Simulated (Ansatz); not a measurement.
## Ti$_{2}$Sn, first-principles data

Ti2Sn:
```
Ti2Sn
1.0
    4.72972     0.00000     0.00000
   -2.36486     4.09606     0.00000
    0.00000     0.00000     5.62091
Ti Sn
4 2
Direct
  0.33333   0.66667   0.75000
  0.66667   0.33333   0.25000
  0.00000   0.00000   0.00000
  0.00000   0.00000   0.50000
  0.33333   0.66667   0.25000
  0.66667   0.33333   0.75000
```

Space group P6_3/mmc (No. 194); conventional cell a = b = 4.7297 Å, c = 5.6209 Å, α = β = 90.00°, γ = 120.00°.

Method: plane-wave PAW r²SCAN (Ansatz code). Geometry: relaxed at this level of theory. Other levels are named where they apply.

Cell and energy:

```
Item                                                          Result
-----------------------------------------------------  -------------
Volume per atom                                             18.15 Å³
Density                                                   6.54 g/cm³
Formation energy from the elements (no fitted shifts)  -0.37 eV/atom
```

Electronic structure:

```
Property                                                                    Result
------------------------------------  --------------------------------------------
Electronic character                                             metallic (no gap)
Density of states at the Fermi level  0.08 states/eV per atom (mean over ±0.08 eV)
Gap with spin–orbit coupling                                       none (metallic)
```

Mechanics:

```
Property                             Result
----------------------------------  -------
Bulk modulus (Birch–Murnaghan fit)  122 GPa
Pressure derivative B′                  4.2
```

Charges:

```
Item                                   Value
-------------  -----------------------------
Bader charges  Ti +0.77 to +0.80, Sn -1.57 e
```

The workflow started from an entry of the Crystallography Open Database (COD). Its standing as an ambient phase is unchecked. Symmetry was held in the r²SCAN relaxation; whether a distortion lowers the energy is not shown. No spin polarisation was allowed. Axis ratios of metals converge slowly with the k-mesh, so a and c are less sure than the volume. The references are the lowest solids computed at this level, not always the standard phases. Scalar-relativistic: spin–orbit coupling is off unless named, which matters more the heavier the elements.

Potentials: the later of the program's two PAW sets.
